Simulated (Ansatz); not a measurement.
CaScHO2 in space group P4/mmm (No. 123; Ca on 1d, Sc on 1a, O on 2f, H on 1b), DFT-r²SCAN in the program Ansatz with PAW potentials. The conduction-band minimum lies at R, with 2 equivalent valleys. Second derivatives d²E/dk² of the lowest band at one valley (eV·Å²), along Cartesian directions:

```
direction  d²E/dk²
---------  -------
[100]        26.13
[010]        4.861
[001]        8.419
[110]        15.50
[101]        17.27
[011]        6.640
```

### Question
Find the principal effective masses, the density-of-states mass and the conductivity mass.

### Answer
Off-diagonal terms follow from H_xy = H[110] − (H_xx + H_yy)/2, and m*/mₑ = 7.620 eV·Å² over each eigenvalue: 0.29, 0.91, 1.6. One valley's DOS mass (m₁m₂m₃)^(1/3) = 0.75, conductivity mass 3/(Σ 1/mᵢ) = 0.58 mₑ.

### Question
What effective density of states Nc follows at 300 K for parabolic valleys?

### Answer
Nc = 2.509e19 × 2 × (0.75)^(3/2) ≈ 3.3e19 cm⁻³.

The start of the workflow was typed in or built on a structure type; neither database checked (COD, Materials Project) lists it. Whether it is the stable phase at ambient conditions was not checked. Symmetry was held in the r²SCAN relaxation; its stability against distortions is not shown here. No spin polarisation was allowed.

Potentials: the earlier of the program's two PAW sets. The files were generated under PBE; for other functionals the program regenerates the frozen cores, and for LDA and PBEsol the local potential too.

Edges and masses are those of Kohn–Sham bands, whose gap is no quasiparticle gap.
